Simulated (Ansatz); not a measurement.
One crystal and one scan (frozen-phonon scan) at two levels, PBE (plane waves to 420 eV, PAW, scalar-relativistic; Ansatz, an electronic-structure program) and r2SCAN (plane waves to 500 eV, PAW, scalar-relativistic; Ansatz), each from its own relaxed cell and on its own mesh.

The crystal is GaP (zinc blende); a phonon pattern at L = (0.5, 0.0, 0.0) is frozen into a 4-atom cell, Q being the largest atomic displacement.

GaP was relaxed with its symmetry unable to fall. The PAW data are Ansatz's earlier set. Both scans cover Q from -0.100 to 0.100 Å.

```tsv
quantity	run 1	run 2
Lattice constant a (Å)	5.506	5.452
Energy at Q = 0.100 Å (meV/cell)	179.6	197.0
Harmonic wavenumber from the curvature (finite differences) (cm⁻¹ (negative: imaginary))	342	358
```

Problem. Which run is which level?

Solution. Run 1 is PBE, run 2 is r2SCAN. PBE gives the higher value for: lattice constant a. PBE gives the lower value for: energy at Q = 0.100 Å; harmonic wavenumber from the curvature. Both give the same space group of the distorted cell: P1 (No. 1), lowered from F-43m. Neither level is exact: the differences show how much the result hangs on the functional.

(A displaced cell: forces are minus the slopes of the energy, force constants its curvatures, and phonons follow from these.)
